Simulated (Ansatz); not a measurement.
MgPt in space group P2_13 (No. 198; Mg on 4a, Pt on 4a) under volume change, PBEsol in the plane-wave PAW code Ansatz, shape and atoms relaxed at each volume.

```tsv
V (Å³/atom)	E − E(relaxed) (meV/atom)	P (GPa)
14.456	60.1	14.75
14.932	25.1	8.97
15.409	5.9	4.10
15.885	0.0	0.00
16.362	5.3	-3.45
16.838	20.0	-6.35
17.315	42.6	-8.79
```

Q: What does a third-order Birch–Murnaghan fit give for V₀, B₀ and B′?

A: V₀ = 15.89 Å³/atom, B₀ = 125 GPa, B′ = 4.7.

The workflow started from a Materials Project entry (that database holds measured and hypothetical structures alike); the Crystallography Open Database copy checked does not list it. With Mg and Pt taken as one species the cell has the higher symmetry Pa-3, so it may be an ordered model of a mixed-site phase. Its standing as an ambient phase is unchecked. Symmetry was held in the PBEsol relaxation. At this level the phase is mechanically unstable. No spin polarisation was allowed. Spin–orbit coupling is left out wherever it is not named.

Potentials: the later of the program's two PAW sets.
